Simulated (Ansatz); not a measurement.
The calculation used DFT PBE, scalar-relativistic, plane waves, PAW (Ansatz 0.2.0). All cells share a 420 eV cutoff and Γ-centred k meshes spaced at most about 0.3 Å⁻¹ (about 0.25 or finer for metals, 2π included). No spin polarisation in the final relaxations.

Temperature and zero-point effects are left out.

Two forms of In3PS3 were relaxed alike.

A. Space group Cm (No. 8), monoclinic, a = 8.199 Å, b = 9.247 Å, c = 6.006 Å, β = 105.5°. Around In on a site of symmetry m lie 1 P at 2.56 Å, 1 S at 2.84 Å and 2 In at 2.84 Å; In on a site of symmetry 1 is surrounded by 1 P at 2.52 Å, 2 S at 2.71–2.79 Å and 1 In at 2.84 Å; P is surrounded by 3 In at 2.52–2.56 Å; S on a site of symmetry m is surrounded by 2 S at 2.11 Å and 1 In at 2.84 Å; S on a site of symmetry 1 is surrounded by 1 S at 2.11 Å and 2 In at 2.71–2.79 Å.

B. Space group P6mm (No. 183), hexagonal, a = 5.799 Å, c = 5.468 Å. In has 2 S at 2.70–2.77 Å, 4 In at 2.90 Å and 2 P at 2.96 Å; around P lie 6 In at 2.96 Å; around S lie 2 In at 2.70–2.77 Å and 4 S at 2.90 Å.

Problem. Which form is favoured at zero pressure, and by what margin per atom?

Solution. A is lower, by 0.40 eV/atom. A has space group Cm (No. 8), 31.3 Å³/atom and a gap of 0.91 eV on its mesh; B has space group P6mm (No. 183), 22.7 Å³/atom and no gap. Counting P or S atoms around In (for each partner element, those within 1.25 times its shortest distance or 1.15 times the sum of covalent radii, where it is the nearest in units of that sum or under 1.3; a slash parts the counts of unlike sites), A has In 2/3 and B has In 4. A holds S–S units of three or more atoms (shortest 2.11 Å); in B the shortest S–S distance is 2.90 Å. The lower one is the more open, so pressure narrows the difference. Both come from invented guesses.

Kohn–Sham gaps at this level usually fall short of measured ones. Cells relaxed within their symmetry can be saddle points. The Cm cell of In3PS3 came from shaking the P6mm one.
